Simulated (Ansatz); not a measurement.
## A plane-wave run on LiPdCl

The input, for Ansatz 0.2.0 (plane waves, PAW):

```yaml
crystal:
  lattice:
    - [3.694503, 0.0, 0.0]
    - [0.0, 3.694503, 0.0]
    - [0.0, 0.0, 6.265375]
  atoms:
    - { symbol: Pd, position: [0.0, 0.5, 0.17], spin: 1, spin_axis: [0.0, 0.0, 1.0] }
    - { symbol: Pd, position: [0.5, 0.0, 0.83], spin: 1, spin_axis: [0.0, 0.0, 1.0] }
    - { symbol: Li, position: [0.0, 0.0, 0.0] }
    - { symbol: Li, position: [0.5, 0.5, 0.0] }
    - { symbol: Cl, position: [0.0, 0.5, 0.63] }
    - { symbol: Cl, position: [0.5, 0.0, 0.37] }
  symmetry: { tolerance: 0.0003 }
kpoints:
  mp_grid: { grid: [7, 7, 4], shift: [0, 0, 0] }
  band_path:
    path:
      - [0.0, 0.0, 0.0]
      - [0.0, 0.5, 0.0]
      - [0.5, 0.5, 0.0]
      - [0.0, 0.0, 0.0]
      - [0.0, 0.0, 0.5]
      - [0.0, 0.5, 0.5]
      - [0.5, 0.5, 0.5]
      - [0.0, 0.0, 0.5]
      - [0.0, 0.5, 0.0]
      - [0.0, 0.5, 0.5]
      - [0.5, 0.5, 0.0]
    npoints: 6
magnetization:
  noncollinear: true
  spin_orbit: true
scf:
  occupations: { method: fermi_dirac }
  lower_state_search: "off"
  max_iter: 200
hamiltonian:
  pseudopotentials: { kind: paw_fr }
  xc: pbe
basis:
  ecutwfc: 420
  fft_grid_basis: typed
output:
  forces: true
  stress: true
  eigenvalues: true
  bader: true
  populations: true
  elf: true
  write_potential: true
  volumetric_format: npy
  dos:
    e_range: [-12, 8]
    de: 0.05
    projected: { site_lists: { Cl: [Cl], Li: [Li], Pd: [Pd] } }
    method: { smearing: { sigma: 0.1, scheme: gaussian } }
checkpoint:
  read: saved_state
```

The run starts from an earlier solution of this cell. The state carries no moments; the state need not be the lowest.

Output (shortened):

```
SCF iter   1: F=—  Δρ=3.08e-3  dr2=1.19e-3  dr2_m=2.37e-4  |M|=1.60e-6 ∫|m|=3.33e-3 μB mc-row=0.0e0
SCF iter   2: F=—  Δρ=2.15e-3  dr2=3.91e-4  dr2_m=1.17e-4  |M|=2.27e-5 ∫|m|=2.43e-3 μB mc-row=0.0e0
SCF iter   3: F=—  Δρ=8.49e-4  dr2=6.58e-5  dr2_m=5.75e-5  |M|=3.67e-5 ∫|m|=1.77e-3 μB mc-row=0.0e0
SCF iter   4: F=—  Δρ=3.81e-4  dr2=2.36e-6  dr2_m=2.84e-5  |M|=3.80e-5 ∫|m|=1.29e-3 μB mc-row=0.0e0
SCF iter   5: F=—  Δρ=2.68e-4  dr2=1.37e-6  dr2_m=1.40e-5  |M|=3.16e-5 ∫|m|=9.61e-4 μB mc-row=0.0e0
SCF iter   6: F=—  Δρ=1.88e-4  dr2=7.48e-8  dr2_m=6.95e-6  |M|=2.59e-5 ∫|m|=7.16e-4 μB mc-row=0.0e0
SCF iter   7: F=—  Δρ=9.49e-6  dr2=2.38e-8  dr2_m=1.77e-8  |M|=1.01e-5 ∫|m|=1.48e-4 μB mc-row=0.0e0
SCF iter   8: F=-16516.8861 eV  Δρ=2.46e-6  dr2=2.25e-9  dr2_m=5.73e-10  |M|=3.04e-6 ∫|m|=4.29e-5 μB mc-row=0.0e0
SCF iter   9: F=-16516.8861 eV  Δρ=1.32e-6  dr2=6.59e-10  dr2_m=3.48e-10  |M|=2.29e-6 ∫|m|=3.45e-5 μB mc-row=0.0e0
SCF iter  10: F=-16516.8861 eV  Δρ=1.03e-6  dr2=8.30e-11  dr2_m=2.13e-10  |M|=1.73e-6 ∫|m|=2.78e-5 μB mc-row=0.0e0
SCF iter  11: F=-16516.8861 eV  Δρ=8.10e-7  dr2=1.25e-11  dr2_m=1.31e-10  |M|=1.30e-6 ∫|m|=2.24e-5 μB mc-row=0.0e0
SCF iter  12: F=-16516.8861 eV  Δρ=6.39e-7  dr2=2.19e-12  dr2_m=8.18e-11  |M|=9.85e-7 ∫|m|=1.81e-5 μB mc-row=0.0e0
SCF iter  13: F=-16516.8861 eV  Δρ=5.06e-7  dr2=1.33e-12  dr2_m=5.13e-11  |M|=7.44e-7 ∫|m|=1.46e-5 μB mc-row=0.0e0
Magnetization: |M| = 0.0000 μB,  M = ( 0.0000, +0.0000,  0.0000) μB
Absolute magnetization: 0.0000 μB (∫|m|, with the PAW one-centre terms)
  site 0: m = ( 0.0000,  0.0000, +0.0000) μB, |m| = 0.0000 μB  (R = 0.88 Å)
  site 1: m = (+0.0000, +0.0000, +0.0000) μB, |m| = 0.0000 μB  (R = 0.88 Å)
  site 2: m = (+0.0000,  0.0000,  0.0000) μB, |m| = 0.0000 μB  (R = 0.88 Å)
  site 3: m = ( 0.0000, +0.0000,  0.0000) μB, |m| = 0.0000 μB  (R = 0.88 Å)
  site 4: m = (+0.0000, +0.0000,  0.0000) μB, |m| = 0.0000 μB  (R = 1.19 Å)
  site 5: m = ( 0.0000,  0.0000,  0.0000) μB, |m| = 0.0000 μB  (R = 1.19 Å)
Free energy (F): -16516.8861 eV
Harris-Foulkes:  -16516.8861 eV  (|F-HF|=2.36e-10)
Internal energy: -16516.8570 eV  (E = F + TS)
E sigma→0 (E₀):  -16516.8715 eV
Entropy (-TS):   -0.0291 eV (-4.846 meV/atom)
Fermi energy:    10.1958 eV
--- Per-component energies (eV) ---
  E_band       = -672.2044
  E_kinetic    = 1414.8098
  E_local      = -5992.2626  (includes V_loc(G=0)·N_el)
  E_nonlocal   = 432.0336
  E_hartree    = 2428.9634
  E_xc         = -574.9774
  E_vxc        = -697.4508  (∫ρ·V_xc dr)
  E_paw        = -8870.7582  (= ΣΔE_a)
  E_vpaw       = -687.2618  (= ΣTr[D̂ρ^β])
  E_aug_tail   = 0.0006  (compensation charges beyond the density's cutoff)
  E_ewald      = -5354.6662
  E_smearing   = -0.0291  (= −TS)
--- Stress (GPa, compression-positive) ---
       20.9129       0.0000       0.0000
        0.0000      20.9129       0.0000
        0.0000       0.0000       8.5590
  P = ⅓ Tr σ = 16.7950 GPa (167.950 kbar)
--- Bader charges: 6 sites ---
  site symbol  charge [e]  shift [e]  m_x [muB]  m_y [muB]  m_z [muB]
     0     Pd     -0.2972     0.0030     0.0000     0.0000     0.0000
     1     Pd     -0.2972     0.0030     0.0000     0.0000     0.0000
     2     Li      0.7916     0.0030     0.0000     0.0000     0.0000
     3     Li      0.7916     0.0030     0.0000     0.0000     0.0000
     4     Cl     -0.4944     0.0000     0.0000     0.0000     0.0000
     5     Cl     -0.4944     0.0000     0.0000     0.0000     0.0000
```

Total energies depend on the potentials used, so only differences within one code and one set of settings carry meaning.

Origin: a known structure type with other elements, at an estimated volume, so it need not be a known compound. Caveats: the SCF threshold is loose for a stress; atoms or cell far from equilibrium.
